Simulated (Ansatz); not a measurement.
CaO:
```
CELL_PARAMETERS angstrom
      0.00000     2.41539     2.41539
      2.41539     0.00000     2.41539
      2.41539     2.41539     0.00000
ATOMIC_POSITIONS crystal
  Ca 0.00000 0.00000 0.00000
  O  0.50000 0.50000 0.50000
```

Relaxed with PBE. Special points in fractions of this cell's reciprocal vectors: Γ (0.000, 0.000, 0.000); X (0.500, 0.000, 0.500); U (0.625, 0.250, 0.625); K (0.375, 0.375, 0.750); L (0.500, 0.500, 0.500); W (0.500, 0.250, 0.750).

List the band energies nearest the valence-band maximum at these points for the program Ansatz at the PBE level (PAW).

In eV from the valence-band maximum; about four levels below and three above (degenerate sets whole), none deeper than 8.9 eV; points with the same levels are listed once.

```csv
k,below,above
Γ,0.00 0.00 0.00,4.61 6.20 6.20 6.20
X,-1.31 -0.38 -0.38,3.66 7.94 8.81
U,-1.32 -1.21 -0.77,5.12 7.92 8.45
L,-2.59 -1.16 -1.16,6.99 8.28 8.28
W,-1.25 -1.05 -1.05,6.27 6.27 8.29
```

Space group Fm-3m (rock salt). The cell was relaxed with PBE under the symmetry of its start.

Potentials: the later of the program's two PAW sets.
